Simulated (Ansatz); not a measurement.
Structure: Ca2SeO, ordered on the rocksalt lattice (P4/mmm) with 4 atoms a cell, at its r2SCAN minimum. The symmetry is P4/mmm (No. 123, tetragonal); conventional cell a = 3.883 Å, c = 5.494 Å, 20.71 Å³ an atom. O has 6 Ca at 2.75 Å; Ca has 4 Se at 2.75 Å and 2 O at 2.75 Å; Se has 6 Ca at 2.75 Å; Ca has 4 O at 2.75 Å and 2 Se at 2.75 Å.

The questions ask for values computed with Ansatz 0.2.0 on this geometry. All values are calculated for a non-magnetic cell, which may be hypothetical.

Given (6×6×6 mesh): The PBE gap is direct at Γ: 2.06 eV.

(1) Estimate the gap with PBE+SOC on 6×6×6.

(2) Estimate the gap with r2SCAN on 6×6×6.

(3) Estimate the gap with HSE06 on 4×4×4.

(4) Estimate the gap with PBE0 on 4×4×4.

(5) What does G0W0@PBE with 247 empty bands, a screening cutoff of 120 eV and a 4×4×4 mesh give?

(6) Going by these computed values, what does each step up buy?

## Answers

(1) The PBE+SOC gap is direct at Γ: 2.01 eV. The gap differs by -0.05 eV from PBE's.

(2) The r2SCAN gap is direct at Γ: 2.51 eV. The gap differs by +0.45 eV from PBE's.

(3) With HSE06 the gap is 3.23 eV and direct, at Γ. The gap differs by +1.17 eV from PBE's.

(4) The PBE0 gap is direct at Γ: 3.95 eV. The gap differs by +1.89 eV from PBE's.

(5) 3.50 eV (PBE's gap over the path plus the quasiparticle shift read on the mesh). The quasiparticle gap on this mesh is 3.50 eV (direct at Γ), against 2.06 eV from PBE: +1.44 eV. Renormalisation factors Z lie between 0.69 and 0.80. G0W0 values are finite-basis, finite-mesh values.

(6) Set against the finite-basis gap of 3.50 eV from G0W0@PBE (247 empty bands, 120 eV, 4×4×4), the closest functional is HSE06, which differs by -0.27 eV, at about 6 times r2SCAN's cost; G0W0 itself took about 15 times r2SCAN's cost. The others: PBE0 +0.45, r2SCAN -0.99, PBE -1.44 eV. The yardstick's own error is a tenth of an eV or more. r2SCAN covers 39 % of the step from PBE to HSE06, while HSE06 needs about 6 times r2SCAN's cost (on a coarser mesh). Spin-orbit coupling moves the least or the direct gap by up to 0.05 eV, so it is at the margin where a tenth of an eV counts. Among these functionals the gap stays direct.

Only the levels marked +SOC include spin-orbit coupling.

The meshes of the hybrids are coarse, so their gaps aren't converged to the digits shown.
